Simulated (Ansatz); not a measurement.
Given:

BeS:
```
BeS
1.0
    2.92556     0.00000     0.00000
    0.00000     2.92556     0.00000
    0.00000     0.00000     2.92556
Be S
1 1
Direct
  0.00000   0.00000   0.00000
  0.50000   0.50000   0.50000
```

This is the PBE-relaxed structure.

All from PBE in the plane-wave PAW code Ansatz, unless another level is named. Give the electronic character.

metallic (no gap).

And the density of states at the Fermi level?

0.48 states/eV per atom (mean over ±0.08 eV).

Predict the formation energy from the elements (no fitted shifts).

0.45 eV/atom.

Space group Pm-3m (CsCl type). A made-up cell: these elements were put on the sites of a structure type; neither database checked (COD, Materials Project) lists it. COD files the formula under space group No. 216, so this cell is another polymorph or a model. Whether it is the stable phase at ambient conditions was not checked. The PBE relaxation kept the symmetry of its start. At this level the phase is dynamically unstable (imaginary phonons). The references are the lowest solids computed at this level, not always the standard phases.

Potentials: the later of the program's two PAW sets.
